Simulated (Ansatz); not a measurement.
ZrIr$_{2}$, in the lowest among the structures calculated here: Fd-3m, origin choice 1 (No. 227), cF24, cubic Laves (MgCu2 type); a = b = c = 7.3465 Å, α = β = γ = 90.00°; Zr 8a (0.000, 0.000, 0.000); Ir 16d (0.625, 0.625, 0.625). Calculation: PBEsol (plane waves to 420 eV, PAW, scalar-relativistic; Ansatz, a quantum-chemistry and plane-wave program). Element references, the lowest calculated here: Zr (P6/mmm, not the ambient form), Ir (Fm-3m).

Total energies (eV/atom, σ → 0; comparable only within this code, potentials and settings):

| phase | E (eV/atom) |
|---|---|
| ZrIr2 (Fd-3m) | -9242.916 |
| Zr (P6/mmm) | -4128.645 |
| Ir (Fm-3m) | -11799.034 |
| ZrIr3 (Pm-3m) | -9882.173 |
| ZrIr (Pm-3m) | -7964.594 |

Q: What is the formation energy of this Fd-3m form of ZrIr2 from the elements?

A: E_f = -9242.916 − [1 × (-4128.645) + 2 × (-11799.034)] / 3 = -0.68 eV/atom (-2.0 eV per formula unit).

Q: Is it stable against the other phases calculated?

A: No: ZrIr2 → 0.5 ZrIr + 0.5 ZrIr3 (ZrIr3 Pm-3m, ZrIr Pm-3m) releases 0.06 eV/atom.

Hull of the energies calculated here, no anion corrections, zero temperature, no zero-point energy; an uncalculated phase could lie lower. Values are rounded to 0.01 eV/atom. Spin-orbit coupling is missing from these energies, which matters for elements this heavy. The compounds carry no spin polarisation.
